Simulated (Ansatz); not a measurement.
What DFT gives for YbTlPd

```
Yb Pd Tl
1.0
     3.89952    6.75417    0.00000
    -3.89952    6.75417    0.00000
     0.00000    0.00000    3.93943
Yb Pd Tl
3 3 3
Direct
  0.58500 0.41500 0.50000
  0.41500 0.00000 0.50000
  0.00000 0.58500 0.50000
  0.00000 0.00000 0.50000
  0.33330 0.33340 0.00000
  0.66670 0.66660 0.00000
  0.24500 0.75500 0.00000
  0.75500 0.00000 0.00000
  0.00000 0.24500 0.00000
```

Single point in Ansatz 0.2.0 with r2SCAN, no spin polarisation. Cutoff 500 eV, PAW datasets, 4×4×6 Γ-centred k mesh, fermi-dirac filling (width 0.1 eV).

(1) What happens at the Fermi level?

(2) What does the stress say?

(3) Is it stable against the elements?

(4) Which element gives electrons and which takes them?

(5) Where is the largest force?

(6) What do density and ELF say about some of the short contacts?

Origin: a database entry at a rescaled volume. Caveats: no spin polarisation, so a magnetic state may lie lower; f levels without a U or exact exchange are poorly placed.

Results:

(1) It is a metal, with about 5.9 states/eV a cell as the mean within 0.25 eV of the Fermi level, mostly Tl p (32 %), Yb f (31 %) and Yb d (21 %).

(2) The pressure is -1.2 GPa (compression positive), so with the atoms held at these fractions the cell would first shrink; the forces are large, so a full relaxation may end otherwise.

(3) -0.63 eV an atom against the elements' usual phases (free molecules for gases, crystals otherwise, with no correction for O₂ or N₂), so it is bound against them; other compounds may still compete. Relaxing would lower it.

(4) Bader charges in e: Yb +1.42, Tl -0.35, Pd -1.24 to -0.73. In the mean Yb gives up most and Pd takes most.

(5) The largest is on Tl8 (and as large on other atoms): 1.16 eV/Å, components (-0.58, -1.00, 0.00). It makes 134° with the line to a nearest neighbour, Pd4 at 2.74 Å.

(6) Pd–Tl at 2.74 Å: least valence density 0.33 e/Å³ and ELF 0.24 there. Yb–Pd at 3.06 Å: least valence density 0.16 e/Å³ and ELF 0.12 there. Yb–Tl at 3.30 Å: least valence density 0.12 e/Å³ and ELF 0.08 there. Both are smooth PAW fields, read partly inside the augmentation spheres.
